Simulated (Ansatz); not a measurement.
LiInP₂Se₆ in space group P-31c (No. 163; Li on 2a, In on 2d, P on 4f, Se on 12i) at seven volumes, PBE+D3(BJ) in the plane-wave PAW code Ansatz, shape and atoms relaxed at each. One row is withheld.

```json
[
 {"V (Å³/atom)": "21.185", "P (GPa)": "3.14"},
 {"V (Å³/atom)": "21.883", "P (GPa)": "1.80"},
 {"V (Å³/atom)": "22.582", "P (GPa)": "?"},
 {"V (Å³/atom)": "23.280", "P (GPa)": "0.00"},
 {"V (Å³/atom)": "23.979", "P (GPa)": "-0.57"},
 {"V (Å³/atom)": "24.677", "P (GPa)": "-0.96"},
 {"V (Å³/atom)": "25.375", "P (GPa)": "-1.22"}
]
```

Question: Fit the shown pressures and predict the withheld one.

Answer: P = (3/2)B₀(x^(7/2) − x^(5/2))[1 + (3/4)(B′ − 4)(x − 1)] with x = (V₀/V)^(2/3). Least squares on the six rows gives V₀ = 23.278 Å³/atom, B₀ = 21.9 GPa, B′ = 9.44. At V = 22.582, x = 1.0204 and P = 0.77 GPa. The run itself gave 0.79 GPa.

The start of the workflow was typed in or built on a structure type; neither database checked (COD, Materials Project) lists it. Its standing as an ambient phase is unchecked. The cell was relaxed with PBE+D3(BJ) under the symmetry of its start; its stability against distortions is not shown here. The volume moved by -20 % from the start of the relaxation.

Potentials: the later of the program's two PAW sets.
